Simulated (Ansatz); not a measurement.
**Calculated ³³S NMR of the central transition for MoS2 under strain**

Cell: a COD entry, relaxed with PBE at fixed cell and then changed (z compressed by 2 %, ions relaxed).

```
CELL_PARAMETERS angstrom
3.14000 0.00000 0.00000
-1.57000 2.71932 0.00000
0.00000 0.00000 12.27940
ATOMIC_POSITIONS crystal
Mo 0.33333 0.66667 0.25000
Mo 0.66667 0.33333 0.75000
S 0.33333 0.66667 0.62209
S 0.66667 0.33333 0.12209
S 0.33333 0.66667 0.87791
S 0.66667 0.33333 0.37791
```

Sites (sets of like atoms) are named by element and the number of their first atom in this list.

Computed with Ansatz: DFT, PBE, plane waves and PAW, scalar-relativistic, collinear spin, 420 eV cutoff, Γ-centred 16×16×4 k-points, Fermi–Dirac smearing 0.02 eV. Start moments as typed (μB): 2 on each Mo, none on the rest.

³³S has I = 3/2 and Q = -69.40 mb (Pyykkö 2018); at 9.4 T its Larmor frequency is ν₀ = 30.8 MHz. Only the quadrupole interaction is simulated: positions count from each site's isotropic chemical shift, and shift anisotropy, dipolar and J coupling are left out.

Simulated pattern of one S site (static powder, Gaussian broadening 7 kHz):

```
offset (kHz)  height
      -217.3       0
      -202.2      93
      -187.1     100
      -172.0      65
      -156.9      52
      -141.8      46
      -126.7      42
      -111.6      39
       -96.5      37
       -81.4      36
       -66.4      34
       -51.3      34
       -36.2      34
       -21.1      33
        -6.0      33
         9.1      26
        24.2      27
        39.3      30
        54.4      32
        69.5      37
        84.6      45
        99.7      71
       114.8      66
       129.8       0
```

(1) Which |C_Q| and η does the pattern imply?

## Answers

(1) The pattern spans 312 kHz before broadening and its centre of gravity is at -60.0 kHz, which fixes P_Q; the places of the horns and steps fix η. That gives P_Q = 8.59 MHz, |C_Q| = 8.59 MHz and η = 0.00. The sign of C_Q can't be read from the pattern.

An axis of threefold or higher order runs through S, so V_zz lies along it and η is zero.

Without spin–orbit coupling (the program notes it for Mo) the gradients can shift somewhat, as the gap is small. The start moments die out, and the run ends without spin.

The relaxation (4 steps) took 36 s of wall time (36 s of CPU time) and 0.89 GiB at its peak, on 1 thread of AMD EPYC 9R45 (Zen 5) (x86_64; 16 cores open to the job, memory cap 3.0 GiB, no GPU), a shared host with a load of 0.2 a core.
